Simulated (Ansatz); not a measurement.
Geometry optimisation in Ansatz: input, command and trajectory.

```yaml
crystal:
  lattice:
    - [4.081926551, 0.0, 0.0]
    - [0.0, 4.081926551, 0.0]
    - [0.0, 0.0, 4.081926551]
  atoms:
    - { symbol: Os, position: [0.0, 0.5, 0.5] }
    - { symbol: Os, position: [0.5, 0.0, 0.5] }
    - { symbol: Os, position: [0.5, 0.5, 0.0] }
    - { symbol: Br, position: [0.0, 0.0, 0.0] }
basis:
  ecutwfc: 420
kpoints:
  mp_grid: { grid: [4, 4, 4] }
hamiltonian:
  xc: pbe
scf:
  occupations: { method: gaussian, width: 0.1 }
  lower_state_search: "off"
output:
  forces: true
  stress: true
  eigenvalues: true
relax:
  adjacent_minimum: "off"
  f_tol: 0.04
  max_steps: 70
  cell: { stress_tol: 0.4 }
```

```bash
ansatz run input.yaml --threads 1 --pin off --max-ram 2560MiB --backend cpu --events-out ev --progress --plain --runs-dir out
```

The calculation used DFT PBE, scalar-relativistic, plane waves, PAW (Ansatz).

Of 5 frames 5 are shown, positions in Å and forces in eV/Å; the SCF threshold varies from step to step. Steps run on the plane waves of an earlier cell, with a Pulay correction in the pressure. The basis is chosen afresh for the last frame, the zero of the energies, and at times for earlier ones too; energy and pressure step there, also at an unchanged geometry.

```xyz
4
Lattice="4.0819 0.0000 0.0000 0.0000 4.0819 0.0000 0.0000 0.0000 4.0819" Properties=species:S:1:pos:R:3:forces:R:3 pbc="T T T" step=1 free_energy_over_end_meV_per_atom=98.84 pressure_GPa=-18.26
Os    0.0000    2.0410    2.0410    0.0000    0.0000    0.0000
Os    2.0410    0.0000    2.0410    0.0000    0.0000    0.0000
Os    2.0410    2.0410    0.0000    0.0000    0.0000    0.0000
Br    0.0000    0.0000    0.0000    0.0000    0.0000    0.0000
4
Lattice="3.8829 0.0000 0.0000 0.0000 3.8829 0.0000 0.0000 0.0000 3.8829" Properties=species:S:1:pos:R:3:forces:R:3 pbc="T T T" step=2 free_energy_over_end_meV_per_atom=32.93 pressure_GPa=14.40
Os    0.0000    1.9415    1.9415    0.0000    0.0000    0.0000
Os    1.9415    0.0000    1.9415    0.0000    0.0000    0.0000
Os    1.9415    1.9415    0.0000    0.0000    0.0000    0.0000
Br    0.0000    0.0000    0.0000    0.0000    0.0000    0.0000
4
Lattice="3.9658 0.0000 0.0000 0.0000 3.9658 0.0000 0.0000 0.0000 3.9658" Properties=species:S:1:pos:R:3:forces:R:3 pbc="T T T" step=3 free_energy_over_end_meV_per_atom=0.72 pressure_GPa=-2.48
Os    0.0000    1.9829    1.9829    0.0000    0.0000    0.0000
Os    1.9829    0.0000    1.9829    0.0000    0.0000    0.0000
Os    1.9829    1.9829    0.0000    0.0000    0.0000    0.0000
Br    0.0000    0.0000    0.0000    0.0000    0.0000    0.0000
4
Lattice="3.9522 0.0000 0.0000 0.0000 3.9522 0.0000 0.0000 0.0000 3.9522" Properties=species:S:1:pos:R:3:forces:R:3 pbc="T T T" step=4 free_energy_over_end_meV_per_atom=-0.61 pressure_GPa=-0.07
Os    0.0000    1.9761    1.9761    0.0000    0.0000    0.0000
Os    1.9761    0.0000    1.9761    0.0000    0.0000    0.0000
Os    1.9761    1.9761    0.0000    0.0000    0.0000    0.0000
Br    0.0000    0.0000    0.0000    0.0000    0.0000    0.0000
4
Lattice="3.9522 0.0000 0.0000 0.0000 3.9522 0.0000 0.0000 0.0000 3.9522" Properties=species:S:1:pos:R:3:forces:R:3 pbc="T T T" step=5 free_energy_over_end_meV_per_atom=0.00 pressure_GPa=-0.04
Os    0.0000    1.9761    1.9761    0.0000    0.0000    0.0000
Os    1.9761    0.0000    1.9761    0.0000    0.0000    0.0000
Os    1.9761    1.9761    0.0000    0.0000    0.0000    0.0000
Br    0.0000    0.0000    0.0000    0.0000    0.0000    0.0000
```

The start puts this composition into another compound's structure type, which needn't suit it. At the end the space group is Pm-3m (tolerance 0.05 Å).

It took 4.1 s on 1 thread of Intel(R) Xeon(R) 6975P-C (Granite Rapids), on a shared host, peak memory 0.37 GiB.

The k mesh is coarse. Spin–orbit coupling is left out, which can shift energies with elements as heavy as these. Spin polarisation was left out, and a magnetic state may lie lower.